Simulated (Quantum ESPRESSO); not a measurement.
For atom 1 (Mg) of MgH₂ in P4₂/mnm, a PBE PAW density (pw.x of a modified build of Quantum ESPRESSO, JTH datasets) with the all-electron reconstruction of Petrilli and co-workers gives this field-gradient tensor in Cartesian axes (atomic units, 1 a.u. = 9.7174×10²¹ V/m²):

```
 0.0271   0.0718   0.0000
 0.0718   0.0271   0.0000
 0.0000   0.0000  -0.0542
```

The cell was made here from a computed Materials Project entry: strained by +2 % along the unique axis and by -1 % across it, atoms relaxed (PBE without dispersion, pw.x of Quantum ESPRESSO, symmetry kept). The parent is MgH2 in P4₂/mnm. Stability against distortions was not tested.  Cores are frozen. Against all-electron runs on small test molecules, this scheme's |Vzz| missed by −3 to +1 % on H. Mg had no test against all-electron runs.

Q: Find the principal values, η_Q, |C_Q|, ν_Q and P_Q for ²⁵Mg (I = 5/2, |Q| = 0.199 barn), and the second-order MAS shift at 18.8 T.

A: Eigenvalues (principal values) by size: Vxx = -0.0447, Vyy = -0.0542, Vzz = 0.0989 a.u. (they sum to zero).
η_Q = (Vxx − Vyy)/Vzz = 0.10.
|C_Q| = 234.96 MHz × |Q|/barn × |Vzz|/a.u. = 234.96 × 0.199 × 0.0989 = 4.63 MHz.
Quadrupole frequency ν_Q = 3C_Q/[2I(2I − 1)] = 0.694 MHz, and P_Q = C_Q(1 + η²/3)^½ = 4.63 MHz.
At 18.8 T the Larmor frequency is ν0 = 49.0 MHz, and the second-order shift of the central transition's centre of gravity under MAS is −(3/40)(P_Q/ν0)²[I(I + 1) − 3/4]/[I²(2I − 1)²] × 10⁶ = -53.6 ppm.
